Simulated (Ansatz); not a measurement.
B:
```
B
1.0
    0.00000     2.02627     2.02627
    2.02627     0.00000     2.02627
    2.02627     2.02627     0.00000
B
2
Direct
  0.00000   0.00000   0.00000
  0.25000   0.25000   0.25000
```

Relaxed with r²SCAN.

Q: Map the valence electron density (e/Å³), cut off at 0.6 on the plane through (0.000, 0.000, 0.000) spanned by u = [1, 0, 0] and v = [-1, 1, 1] in lattice vectors, from the program Ansatz at the r²SCAN level (PAW).

A: x is the fraction of u, y of v (the angle between them is 90°; rows are the nearest grid lines); atoms in the plane: B at (0.00, 0.00), B at (0.50, 0.25).
```
|46999765456799964|
|78997532223579987|
|99985321112358999|
|99864210001246899|
|77542100000124577|
|44321000000012344|
|22211000000011222|
|11100000000000111|
|00000011111000000|
|00001122222110000|
|00001234443210000|
|00012457775421000|
|00124689998642100|
|11235899999853211|
|22357998789975322|
|45679996469997654|
|77899999799999877|
|99999999999999999|
|99999999999999999|
|79999987778999997|
|46999765456799964|
```
Scale: ten equal steps from 0.069 (start of '0') to 0.600 (end of '9'), in the order '0123456789'; x runs from 0.000 to 1.00, y from 0.000 (bottom) to 1.00 (top).

The density is the valence pseudo-density with augmentation charge, so density and ELF within about 1 Å of a nucleus are not all-electron values.

Space group Fd-3m (diamond). The start of the workflow was typed in or built on a structure type; neither database checked (COD, Materials Project) lists it. It is not the phase usual at ambient conditions (space group No. 166). Symmetry was held in the r²SCAN relaxation. At this level the phase is mechanically unstable.

Potentials: the earlier of the program's two PAW sets.
